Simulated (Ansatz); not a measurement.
ZnCdSe2:
```
CELL_PARAMETERS angstrom
      2.06487     1.19215     6.80922
     -2.06487     1.19215     6.80922
      0.00000    -2.38431     6.80922
ATOMIC_POSITIONS crystal
  Zn 0.49940 0.49940 0.49940
  Cd 0.00188 0.00188 0.00188
  Se 0.13022 0.13022 0.13022
  Se 0.61849 0.61849 0.61849
```

Cartesian axes are those of the cell as given.

**Question.** Give the high-frequency dielectric tensor and the Born effective charge tensors of the independent atoms from DFPT, PBEsol (plane waves, PAW; program Ansatz).

**Answer.** 
ε∞:
```
7.93  0.00  0.00
0.00  7.93  0.00
0.00  0.00  7.94
```
Z* of atom 1 (Zn), rows: field, columns: displacement, in e:
```
2.16  0.00  0.00
0.00  2.16  0.00
0.00  0.00  2.02
```
Z* of atom 2 (Cd), rows: field, columns: displacement, in e:
```
2.12  0.00  0.00
0.00  2.12  0.00
0.00  0.00  2.28
```
Z* of atom 3 (Se), rows: field, columns: displacement, in e:
```
-2.25   0.00   0.00
 0.00  -2.25   0.00
 0.00   0.00  -1.95
```
Z* of atom 4 (Se), rows: field, columns: displacement, in e:
```
-2.03   0.00   0.00
 0.00  -2.03   0.00
 0.00   0.00  -2.35
```

Space group R3m. The workflow started from a Materials Project entry (that database holds measured and hypothetical structures alike); the Crystallography Open Database copy checked does not list it. Its standing as an ambient phase is unchecked. The PBEsol relaxation kept the symmetry of its start; its stability against distortions is not shown here. Spin–orbit coupling is left out wherever it is not named.

Potentials: the later of the program's two PAW sets.
